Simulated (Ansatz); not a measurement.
# PrGa₂Sb₃: start and end of a relaxation

A trial structure of PrGa₂Sb₃ was built thus: random cell by space group and Wyckoff sites (I4/mmm, No. 139). The dimensions are guesses.

start.cif

```cif
data_structure
_symmetry_space_group_name_H-M 'I4/mmm'
_symmetry_Int_Tables_number 139
_cell_length_a 6.2281
_cell_length_b 6.2281
_cell_length_c 8.6226
_cell_angle_alpha 90.000
_cell_angle_beta 90.000
_cell_angle_gamma 90.000
_cell_volume 334.46
loop_
_atom_site_label
_atom_site_type_symbol
_atom_site_symmetry_multiplicity
_atom_site_Wyckoff_symbol
_atom_site_fract_x
_atom_site_fract_y
_atom_site_fract_z
_atom_site_occupancy
Pr1 Pr 2 b 0.00000 0.00000 0.50000 1
Ga1 Ga 4 c 0.00000 0.50000 0.00000 1
Sb1 Sb 4 d 0.00000 0.50000 0.25000 1
Sb2 Sb 2 a 0.00000 0.00000 0.00000 1
```

All numbers below come from Ansatz, DFT PBE, scalar-relativistic, plane waves, PAW, and for the lanthanide a 4f-in-core norm-conserving potential. Cutoff 660 eV, Gaussian smearing, Γ-centred meshes. Cell and atoms relax first on a coarse mesh and then on a finer one. In between, the cell is made exact in the group found at 0.06 Å. In metals the finer mesh still leaves noise of several meV/atom or more. The steps can't lower the symmetry of their start. No spin polarisation.

end.cif

```cif
data_structure
_symmetry_space_group_name_H-M 'I4/mmm'
_symmetry_Int_Tables_number 139
_cell_length_a 5.8847
_cell_length_b 5.8847
_cell_length_c 10.6795
_cell_angle_alpha 90.000
_cell_angle_beta 90.000
_cell_angle_gamma 90.000
_cell_volume 369.83
loop_
_atom_site_label
_atom_site_type_symbol
_atom_site_symmetry_multiplicity
_atom_site_Wyckoff_symbol
_atom_site_fract_x
_atom_site_fract_y
_atom_site_fract_z
_atom_site_occupancy
Pr1 Pr 2 b 0.50000 0.50000 0.00000 1
Ga1 Ga 4 c 0.00000 0.50000 0.00000 1
Sb1 Sb 4 d 0.00000 0.50000 0.25000 1
Sb2 Sb 2 a 0.00000 0.00000 0.00000 1
```

The symmetry stays I4/mmm (No. 139). The volume per atom grows by 10.6 %, from 27.9 to 30.8 Å³. The shortest distance goes from 2.16 Å (Ga–Sb) to 2.67 Å (Ga–Sb). The ratio c/a of the conventional cell changes by a factor of 1.31. The energy falls by about 0.77 eV/atom (the start's value is from the coarse mesh).

```json
{
 "Volume per atom": "30.82 Å³",
 "Density": "5.80 g/cm³",
 "Formation energy": "+0.18 eV/atom",
 "Gap on the 10×10×10 mesh of the 6-atom cell": "0 eV (a metal)"
}
```

Formation energies are uncorrected and refer to the elements' standard structures at the same level. A positive value: parting into the elements would lower its energy.

The last run used Gaussian smearing of 0.10 eV. These runs have no spin–orbit coupling, which can matter for Sb. A structure relaxed within its symmetry needn't be a true minimum. In all, the 3 runs took 14 min on 1 thread of Arm Neoverse V1, with other jobs on the host. Another cell of PrGa2Sb3 relaxed alike, in P-4m2, lies 0.48 eV/atom lower, so this cell isn't the stable form at this level.

The lanthanide is trivalent by construction, without f bands, f moments or other valences. The reference runs of the other elements, and any phases without the lanthanide, used 420 eV, which shifts energies against them by under 10 meV/atom. The lanthanide's reference is the lowest of its hcp, dhcp and fcc cells.
